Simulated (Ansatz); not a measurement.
## HfSiO4: Electric field gradients

The cell is a structure deposited in the COD, taken as it stands.

Space group I4_1/amd:1 (No. 141); a = 6.5725, c = 5.9632 Å.

| site | Wyckoff | site symmetry | x | y | z |
| --- | --- | --- | --- | --- | --- |
| Hf | 4a | -4m2 | 0.0000 | 0.5000 | 0.2500 |
| Si | 4b | -4m2 | 0.5000 | 0.0000 | 0.2500 |
| O | 16h | .m. | 0.5000 | 0.3155 | 0.8198 |

One atom of each set is listed; the run and its k-mesh use a cell of 12 atoms with edges of 5.52, 5.52, 5.52 Å.

The numbers come from a DFT calculation in Ansatz (PBE, plane waves and PAW (field gradients read without the response of the frozen cores, which leaves them typically 4 to 6 % off), scalar-relativistic, 420 eV cutoff, Γ-centred 5×5×5 k-points, Fermi–Dirac smearing 0.02 eV).

Conventions: |V_zz| ≥ |V_yy| ≥ |V_xx|, η = (V_xx − V_yy)/V_zz, C_Q = eQV_zz/h.

177Hf: I = 7/2, Q = 3365 mb; O-17: I = 5/2, Q = -25.58 mb. Nuclear quadrupole moments: year-2017 set (Pyykkö).

Problem. Which values are expected at the nuclei?

Solution. 

```tsv
site	atoms	first shell	V_zz (10²¹ V/m²)	η	C_Q (MHz)
Hf	2	8 O at 2.11–2.26 Å	12.60	0.00	1025
Si	2	4 O at 1.62 Å	-2.04	0.00	–
O	8	1 Si at 1.62 Å, 2 Hf at 2.11–2.26 Å	4.85	0.87	-3.00
```

An axis of threefold or higher order runs through Hf and Si, so V_zz lies along it and η is zero.

Si has no stable isotope with a ground-state quadrupole moment in the table, so no C_Q is given.

At this cell the PBE pressure is 7 GPa, so with PBE the cell would grow if it were relaxed. The largest force is 0.3 eV/Å, so the atoms aren't at the calculated equilibrium and relaxing them would move these values. Without spin–orbit coupling the gradients at and beside Hf can be off by some per cent, at some sites by more.

The run took 13 s of wall time (13 s of CPU time) and 0.54 GiB at its peak, on 1 thread of Intel Xeon Platinum 8259CL CPU @ 2.50GHz (Skylake/Cascade Lake) (x86_64; 16 cores open to the job, memory cap 3.0 GiB, no GPU), a shared host with a load of 0.4 a core.
